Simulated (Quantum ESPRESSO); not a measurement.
# Ti3GaO7F: one run as intended and one with a planted mistake

Simulated, not a measurement. The program is pw.x of Quantum ESPRESSO 7.5 (plane-wave density functional theory). The cell is made up: 12 atoms on a fluorite lattice, with randomly drawn elements, strain and displacements, not relaxed. PseudoDojo standard norm-conserving files (v0.5 for PBE, v0.4.1 for LDA and PBEsol) set the functional; there is no spin polarisation, spin-orbit coupling or dispersion term, and the masses in the input are unused placeholders.

Intended input:

```
&control calculation='scf', pseudo_dir='./dojo.nc.sr.pbe.v0_5.standard.upf', outdir='./o', disk_io='low', tprnfor=.true., tstress=.true. /
&system ibrav=0, nat=12, ntyp=4, nbnd=55, ecutwfc=84.00895049, nosym=.true., tot_charge=0,
 occupations='smearing', smearing='fd', degauss=0.0018374661
/
&electrons conv_thr=7.350e-09, electron_maxstep=60, /
ATOMIC_SPECIES
F 1.0 F.upf
Ga 1.0 Ga.upf
O 1.0 O.upf
Ti 1.0 Ti.upf
CELL_PARAMETERS angstrom
4.7652 -0.033 0.0068
-0.033 4.7052 -0.0382
0.0068 -0.0382 4.8241
ATOMIC_POSITIONS angstrom
Ti -0.0613 0.0309 -0.0385
Ti -0.0514 2.3819 2.3447
Ti 2.3919 -0.0437 2.377
Ga 2.3657 2.3347 0.0042
O 1.2112 1.1715 1.1996
F 1.1659 1.1477 3.6234
O 1.1766 3.4963 1.1568
O 1.1728 3.4735 3.6263
O 3.5391 1.1205 1.1528
O 3.5842 1.0593 3.6043
O 3.5706 3.5074 1.2476
O 3.5446 3.4565 3.5542
K_POINTS automatic
5 5 5 1 1 1
```

The log is shortened where brackets say so; the opening notice, blank lines, dates and the lines on written files are dropped, and the path of the files is cut. It prints rydbergs, bohrs and kilobars, and counts compression as positive stress. Where no state is partly filled, the Fermi energy that it prints is only some level between the filled and the empty states on the mesh, and need not lie in the true gap.

Log of the intended run:

```
     Program PWSCF v.7.5
     Parallel version (MPI & OpenMP), running on       4 processor cores
     Number of MPI processes:                 4
     Threads/MPI process:                     1
     [start-up lines left out]
     bravais-lattice index     =            0
     lattice parameter (alat)  =       9.0051  a.u.
     unit-cell volume          =     729.8310 (a.u.)^3
     number of atoms/cell      =           12
     number of atomic types    =            4
     number of electrons       =        98.00
     number of Kohn-Sham states=           55
     kinetic-energy cutoff     =      84.0090  Ry
     charge density cutoff     =     336.0358  Ry
     scf convergence threshold =      7.3E-09
     mixing beta               =       0.7000
     number of iterations used =            8  plain     mixing
     Exchange-correlation= PBE
                           (   1   4   3   4   0   0   0)
     [axes and pseudopotential details left out]
   Cartesian axes
     site n.     atom                  positions (alat units)
         1        Ti     tau(   1) = (  -0.0128638   0.0064844  -0.0080792  )
         2        Ti     tau(   2) = (  -0.0107863   0.4998406   0.4920342  )
         3        Ti     tau(   3) = (   0.5019391  -0.0091704   0.4988123  )
         4        Ga     tau(   4) = (   0.4964410   0.4899357   0.0008814  )
         5        O      tau(   5) = (   0.2541698   0.2458387   0.2517355  )
         6        F      tau(   6) = (   0.2446636   0.2408443   0.7603688  )
         7        O      tau(   7) = (   0.2469090   0.7336969   0.2427539  )
         8        O      tau(   8) = (   0.2461115   0.7289124   0.7609774  )
         9        O      tau(   9) = (   0.7426785   0.2351364   0.2419145  )
        10        O      tau(  10) = (   0.7521427   0.2222936   0.7563607  )
        11        O      tau(  11) = (   0.7492887   0.7360263   0.2618083  )
        12        O      tau(  12) = (   0.7438327   0.7253449   0.7458472  )
     number of k points=    63  Fermi-Dirac smearing, width (Ry)=  0.0018
                       cart. coord. in units 2pi/alat
        k(    1) = (   0.1005724   0.1027905   0.0994537), wk =   0.0320000
        k(    2) = (   0.1003016   0.1043927   0.2970298), wk =   0.0320000
     [further k points left out]
     Dense  grid:    75933 G-vectors     FFT dimensions: (  54,  54,  54)
     Estimated max dynamical RAM per process >     248.66 MB
     Estimated total dynamical RAM >     939.03 MB
     Initial potential from superposition of free atoms
     starting charge      97.9925, renormalised to      98.0000
     Starting wfcs are   71 randomized atomic wfcs
     total cpu time spent up to now is        5.8 secs
     per-process dynamical memory:   199.7 Mb
     Self-consistent Calculation
     iteration #  1     ecut=    84.01 Ry     beta= 0.70
     Davidson diagonalization with overlap
     ethr =  1.00E-02,  avg # of iterations =  2.0
     total cpu time spent up to now is       15.7 secs
     total energy              =    -787.98097689 Ry
     estimated scf accuracy    <       5.19536031 Ry
     iteration #  2     ecut=    84.01 Ry     beta= 0.70
     Davidson diagonalization with overlap
     ethr =  5.30E-03,  avg # of iterations =  8.0
     total cpu time spent up to now is       35.0 secs
     total energy              =    -780.26940672 Ry
     estimated scf accuracy    <      79.12723292 Ry
     [iterations 3 to 18 left out]
     iteration # 19     ecut=    84.01 Ry     beta= 0.70
     Davidson diagonalization with overlap
     ethr =  9.09E-11,  avg # of iterations =  2.2
     total cpu time spent up to now is      226.9 secs
     total energy              =    -790.76518460 Ry
     estimated scf accuracy    <       0.00000002 Ry
     iteration # 20     ecut=    84.01 Ry     beta= 0.70
     Davidson diagonalization with overlap
     ethr =  2.15E-11,  avg # of iterations =  5.1
     total cpu time spent up to now is      239.7 secs
     End of self-consistent calculation
     [lines on levels left out]
     the Fermi energy is    12.6981 ev
!    total energy              =    -790.76518460 Ry
     estimated scf accuracy    <          3.8E-09 Ry
     smearing contrib. (-TS)   =      -0.00000000 Ry
     internal energy E=F+TS    =    -790.76518460 Ry
     The total energy is F=E-TS. E is the sum of the following terms:
     one-electron contribution =    -185.26458483 Ry
     hartree contribution      =     160.89134663 Ry
     xc contribution           =    -164.46734197 Ry
     ewald contribution        =    -601.92460443 Ry
     convergence has been achieved in  20 iterations
     Forces acting on atoms (cartesian axes, Ry/au):
     atom    1 type  4   force =    -0.02984810   -0.06212822    0.05544802
     atom    2 type  4   force =    -0.01565002    0.05748716   -0.03853219
     atom    3 type  4   force =     0.03012303   -0.05907963   -0.04471050
     atom    4 type  2   force =     0.02185612    0.03663156    0.02088109
     atom    5 type  3   force =    -0.03015301   -0.02370767    0.01607412
     atom    6 type  1   force =     0.00313339   -0.01063982   -0.01529776
     atom    7 type  3   force =    -0.01166619    0.01359927    0.02782520
     atom    8 type  3   force =    -0.01049748    0.01815976   -0.03072670
     atom    9 type  3   force =     0.02023043    0.01298419    0.01414907
     atom   10 type  3   force =    -0.00032811    0.01723017   -0.02026173
     atom   11 type  3   force =     0.01905254    0.01432682   -0.01605655
     atom   12 type  3   force =     0.00374740   -0.01486359    0.03120795
     Total force =     0.172043     Total SCF correction =     0.000205
     Computing stress (Cartesian axis) and pressure
          total   stress  (Ry/bohr**3)                   (kbar)     P=      147.39
   0.00098881  -0.00005877  -0.00001764          145.46       -8.65       -2.60
  -0.00005877   0.00143168   0.00001897           -8.65      210.61        2.79
  -0.00001764   0.00001897   0.00058532           -2.60        2.79       86.10
     init_run     :      5.33s CPU      5.58s WALL (       1 calls)
     electrons    :    233.03s CPU    233.92s WALL (       1 calls)
     forces       :      1.99s CPU      2.00s WALL (       1 calls)
     stress       :      6.94s CPU      6.95s WALL (       1 calls)
     [timing details left out]
     PWSCF        :   4m 7.58s CPU   4m 8.81s WALL
     JOB DONE.
```

A second run has one planted mistake: the cell has the wrong charge. The input lines that differ, file-writing options aside:

```
- &system ibrav=0, nat=12, ntyp=4, nbnd=55, ecutwfc=84.00895049, nosym=.true., tot_charge=0,
+ &system ibrav=0, nat=12, ntyp=4, nbnd=55, ecutwfc=84.00895049, nosym=.true., tot_charge=1,
```

Its log:

```
     Program PWSCF v.7.5
     Parallel version (MPI & OpenMP), running on       4 processor cores
     Number of MPI processes:                 4
     Threads/MPI process:                     1
     [start-up lines left out]
     bravais-lattice index     =            0
     lattice parameter (alat)  =       9.0051  a.u.
     unit-cell volume          =     729.8310 (a.u.)^3
     number of atoms/cell      =           12
     number of atomic types    =            4
     number of electrons       =        97.00
     number of Kohn-Sham states=           55
     kinetic-energy cutoff     =      84.0090  Ry
     charge density cutoff     =     336.0358  Ry
     scf convergence threshold =      7.3E-09
     mixing beta               =       0.7000
     number of iterations used =            8  plain     mixing
     Exchange-correlation= PBE
                           (   1   4   3   4   0   0   0)
     [axes and pseudopotential details left out]
   Cartesian axes
     site n.     atom                  positions (alat units)
         1        Ti     tau(   1) = (  -0.0128638   0.0064844  -0.0080792  )
         2        Ti     tau(   2) = (  -0.0107863   0.4998406   0.4920342  )
         3        Ti     tau(   3) = (   0.5019391  -0.0091704   0.4988123  )
         4        Ga     tau(   4) = (   0.4964410   0.4899357   0.0008814  )
         5        O      tau(   5) = (   0.2541698   0.2458387   0.2517355  )
         6        F      tau(   6) = (   0.2446636   0.2408443   0.7603688  )
         7        O      tau(   7) = (   0.2469090   0.7336969   0.2427539  )
         8        O      tau(   8) = (   0.2461115   0.7289124   0.7609774  )
         9        O      tau(   9) = (   0.7426785   0.2351364   0.2419145  )
        10        O      tau(  10) = (   0.7521427   0.2222936   0.7563607  )
        11        O      tau(  11) = (   0.7492887   0.7360263   0.2618083  )
        12        O      tau(  12) = (   0.7438327   0.7253449   0.7458472  )
     number of k points=    63  Fermi-Dirac smearing, width (Ry)=  0.0018
                       cart. coord. in units 2pi/alat
        k(    1) = (   0.1005724   0.1027905   0.0994537), wk =   0.0320000
        k(    2) = (   0.1003016   0.1043927   0.2970298), wk =   0.0320000
     [further k points left out]
     Dense  grid:    75933 G-vectors     FFT dimensions: (  54,  54,  54)
     Estimated max dynamical RAM per process >     248.66 MB
     Estimated total dynamical RAM >     939.03 MB
     Initial potential from superposition of free atoms
     starting charge      97.9925, renormalised to      97.0000
     Starting wfcs are   71 randomized atomic wfcs
     total cpu time spent up to now is        5.6 secs
     per-process dynamical memory:   199.7 Mb
     Self-consistent Calculation
     iteration #  1     ecut=    84.01 Ry     beta= 0.70
     Davidson diagonalization with overlap
     ethr =  1.00E-02,  avg # of iterations =  2.0
     total cpu time spent up to now is       15.1 secs
     total energy              =    -789.19967135 Ry
     estimated scf accuracy    <       4.59666861 Ry
     iteration #  2     ecut=    84.01 Ry     beta= 0.70
     Davidson diagonalization with overlap
     ethr =  4.74E-03,  avg # of iterations =  6.9
     total cpu time spent up to now is       33.4 secs
     total energy              =    -782.19653324 Ry
     estimated scf accuracy    <      68.87158368 Ry
     [iterations 3 to 23 left out]
     iteration # 24     ecut=    84.01 Ry     beta= 0.70
     Davidson diagonalization with overlap
     ethr =  1.31E-11,  avg # of iterations =  1.3
     total cpu time spent up to now is      265.1 secs
     total energy              =    -791.64172409 Ry
     estimated scf accuracy    <          9.6E-09 Ry
     iteration # 25     ecut=    84.01 Ry     beta= 0.70
     Davidson diagonalization with overlap
     ethr =  9.94E-12,  avg # of iterations =  2.4
     total cpu time spent up to now is      273.9 secs
     End of self-consistent calculation
     [lines on levels left out]
     the Fermi energy is    11.6418 ev
!    total energy              =    -791.64172409 Ry
     estimated scf accuracy    <          3.7E-09 Ry
     smearing contrib. (-TS)   =      -0.00082966 Ry
     internal energy E=F+TS    =    -791.64089443 Ry
     The total energy is F=E-TS. E is the sum of the following terms:
     one-electron contribution =    -186.24516541 Ry
     hartree contribution      =     159.79676214 Ry
     xc contribution           =    -163.26788673 Ry
     ewald contribution        =    -601.92460443 Ry
     convergence has been achieved in  25 iterations
     Forces acting on atoms (cartesian axes, Ry/au):
     atom    1 type  4   force =    -0.02521264   -0.05022353    0.03186765
     atom    2 type  4   force =    -0.01581314    0.03649803   -0.02529140
     atom    3 type  4   force =     0.02434294   -0.04338942   -0.02784330
     atom    4 type  2   force =     0.02064842    0.02790221    0.00732890
     atom    5 type  3   force =    -0.02655225   -0.01987201    0.01542734
     atom    6 type  1   force =     0.00250421   -0.01154537   -0.01471668
     atom    7 type  3   force =    -0.01334128    0.01437851    0.02876951
     atom    8 type  3   force =    -0.00979335    0.01791625   -0.02793062
     atom    9 type  3   force =     0.02132047    0.00892560    0.02026337
     atom   10 type  3   force =    -0.00133427    0.01684128   -0.01873516
     atom   11 type  3   force =     0.01747868    0.01072140   -0.01737520
     atom   12 type  3   force =     0.00575221   -0.00815296    0.02823560
     Total force =     0.134939     Total SCF correction =     0.000098
     Computing stress (Cartesian axis) and pressure
          total   stress  (Ry/bohr**3)                   (kbar)     P=     -116.53
  -0.00079372  -0.00006499  -0.00001293         -116.76       -9.56       -1.90
  -0.00006499  -0.00059119   0.00002707           -9.56      -86.97        3.98
  -0.00001293   0.00002707  -0.00099151           -1.90        3.98     -145.86
     init_run     :      4.98s CPU      5.22s WALL (       1 calls)
     electrons    :    267.62s CPU    268.34s WALL (       1 calls)
     forces       :      2.00s CPU      2.02s WALL (       1 calls)
     stress       :      6.91s CPU      6.92s WALL (       1 calls)
     [timing details left out]
     PWSCF        :   4m41.97s CPU   4m43.00s WALL
     JOB DONE.
```

```
                                            intended run  run with the mistake
                          free energy (eV)    -10758.908            -10770.834
                    smearing term -TS (eV)        0.0000               -0.0113
                            pressure (GPa)         14.74                -11.65
            largest force component (eV/Å)         1.597                 1.291
largest change of a force component (eV/Å)                               0.606
                                iterations            20                    25
```

For scale, a rerun of the intended cell at a cutoff of 1437 eV and k mesh 7 x 7 x 7 moved values by no more than 0.002 eV in energy, 0.06 GPa in stress and 0.004 eV/Å in force. The charged cell sits in a uniform background, so its energy and stress rest on the program's zero of potential.